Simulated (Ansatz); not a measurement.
**How far is PAW off for ScCu?**

```yaml
crystal:
  lattice:
    - [3.28856, 0.00000, 0.00000]
    - [0.00000, 3.28856, 0.00000]
    - [0.00000, 0.00000, 3.25600]
  atoms:
    - { symbol: Sc, position: [0.50000, 0.50000, 0.50000] }
    - { symbol: Cu, position: [0.00000, 0.00000, 0.00000] }
```

Atom numbers follow the list: Sc1, Cu2.

The geometry is COD entry 1523972, unchecked; take it as a test cell. The listed cell was then made from it by scaling, straining or moving an atom.

All numbers are computed: DFT, LDA, PAW with Ansatz's default frozen-core files, scalar-relativistic (Ansatz 0.2.0); DFT, LDA, all-electron PAW with datasets made for the crystal, scalar-relativistic (Ansatz 0.2.0); DFT, LDA, all-electron LAPW, scalar-relativistic (Ansatz 0.2.0).

For PAW: a Γ-centred 11×11×11 k mesh, Fermi–Dirac smearing of 0.05 eV, cutoff 420 eV, no spin polarisation; the PAW files were made with PBE, and the program remakes their frozen cores for this functional. The crystal-made all-electron datasets (AE datasets) take a cutoff of 240 eV at this cell. LAPW targets a basis error of 0.5 meV/atom. The Ansatz runs share mesh, smearing and spin set-up. Plane-wave (PAW) pressures include the program's estimate of the Pulay term.

Stress and pressure are positive in compression.

The change that made this cell: equal xx and yy strain of +1 %.

| quantity | PAW | AE datasets | LAPW |
| --- | --- | --- | --- |
| pressure (GPa) | -9.01 | -9.01 | -9.01 |
| stress xx (GPa) | -9.14 | -9.13 | -9.13 |
| stress zz (GPa) | -8.76 | -8.75 | -8.76 |

PAW's pressure differs from the LAPW value by about 0.01 GPa or less. Datasets made for the crystal and LAPW share parts of one code, so their agreement isn't an independent check.
